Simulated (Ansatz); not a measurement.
Starting cell, K (bcc, W type):

```
K
1.0
   -5.27944     5.27944     5.27944
    2.63972    -2.63972     2.63972
    2.63972     2.63972    -2.63972
K
2
Direct
  0.00000   0.00000   0.00000
  0.50000   0.00000   0.00000
```

The atoms are displaced by Q × the pattern below (from a DFPT mode at N = (0.5, 0.0, 0.0), largest move 1; Q in Å), at fixed cell. (q is in reciprocal vectors of the primitive cell; the cell shown is doubled to hold the pattern.)

```
atom      x       y       z
----  -----  ------  ------
K1    0.000   0.707  -0.707
K2    0.000  -0.707   0.707
```

All values below come from PBE (plane waves to 420 eV, PAW, scalar-relativistic; Ansatz, a first-principles code). k mesh 13×13×13 (Γ-centred), Fermi-Dirac smearing 0.05 eV. With partly filled bands, energies and forces of such displacements shift with the k mesh and the smearing. K was relaxed with its symmetry unable to fall. 

| Q (Å) | −dE/dQ from forces (eV/Å) |
|---|---|
| -0.280 | 0.029 |
| -0.233 | 0.022 |
| -0.187 | 0.016 |
| -0.140 | 0.012 |
| -0.093 | 0.007 |
| -0.047 | 0.004 |
| 0.000 | 0.000 |
| 0.047 | -0.004 |
| 0.093 | -0.007 |
| 0.140 | -0.012 |
| 0.187 | -0.016 |
| 0.233 | -0.022 |
| 0.280 | -0.029 |

### Question
What harmonic wavenumber does the curvature at Q = 0 give?

### Answer
16 cm⁻¹. E″ = 0.08 eV/Å², M = Σ mᵢ|uᵢ|² = 78.2 u, ν̃ = 521.5·√(|E″|/M).

(A displaced cell: forces are minus the slopes of the energy, force constants its curvatures, and phonons follow from these.)
